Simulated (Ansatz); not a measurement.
## PbS (rock salt), frozen-phonon scan

PbS (rock salt)

```
CELL_PARAMETERS angstrom
      0.00000     6.00891     6.00891
      3.00445     3.00445     6.00891
      3.00445     3.00445     0.00000
ATOMIC_POSITIONS crystal
  S  0.00000 0.00000 0.00000
  S  0.50000 0.00000 0.00000
  Pb 0.00000 0.50000 0.50000
  Pb 0.50000 0.50000 0.50000
```

The atoms are displaced by Q × the pattern below (from a DFPT mode at X = (0.5, 0.5, 0.0), largest move 1; Q in Å), at fixed cell. It is one choice among 2 degenerate patterns. (q is in reciprocal vectors of the primitive cell; the cell shown is doubled to hold the pattern.)

```tsv
atom	x	y	z
S1	0.000	-1.000	0.000
S2	0.000	1.000	0.000
Pb3	0.000	0.013	0.000
Pb4	0.000	-0.013	0.000
```

These are PBE (plane waves to 420 eV, PAW, scalar-relativistic; Ansatz, a program for electronic structure) values and carry that method's errors. k mesh 10×10×10 (Γ-centred), Fermi-Dirac smearing 0.05 eV. E stands for the smeared free energy. Stress and pressure are positive under compression. PbS was relaxed with its symmetry unable to fall. Spin-orbit coupling is left out, though Pb is heavy. The zero of ΔE is the undisplaced structure.

| Q (Å) | ΔE (eV/cell) | P (GPa) | −dE/dQ from forces (eV/Å) |
|---|---|---|---|
| -0.180 | 0.0311 | 0.43 | 0.388 |
| -0.150 | 0.0208 | 0.29 | 0.301 |
| -0.120 | 0.0129 | 0.19 | 0.227 |
| -0.090 | 0.0070 | 0.11 | 0.162 |
| -0.060 | 0.0031 | 0.05 | 0.104 |
| -0.030 | 0.0008 | 0.01 | 0.051 |
| 0.000 | 0.0000 | 0.00 | 0.000 |
| 0.030 | 0.0008 | 0.01 | -0.051 |
| 0.060 | 0.0031 | 0.05 | -0.104 |
| 0.090 | 0.0070 | 0.11 | -0.162 |
| 0.120 | 0.0129 | 0.19 | -0.227 |
| 0.150 | 0.0208 | 0.29 | -0.301 |
| 0.180 | 0.0311 | 0.43 | -0.388 |

Derived quantities:

| Property | Result |
|---|---|
| Energy at Q = 0.180 Å | 31.1 meV/cell |
| Space group of the distorted cell | Cmcm (No. 63), lowered from Fm-3m |
| Symmetry of the curve | even: the same for both signs |
| Shape of the curve | a single well with its minimum at or next to zero displacement |
| Harmonic wavenumber from the curvature (finite differences) | 84 cm⁻¹ |
| Wavenumber by perturbation theory (DFPT, on another k mesh) | 84 cm⁻¹ |

The 13 points together took about 6 core-minutes (a rough figure).

(A displaced cell: forces are minus the slopes of the energy, force constants its curvatures, and phonons follow from these.)
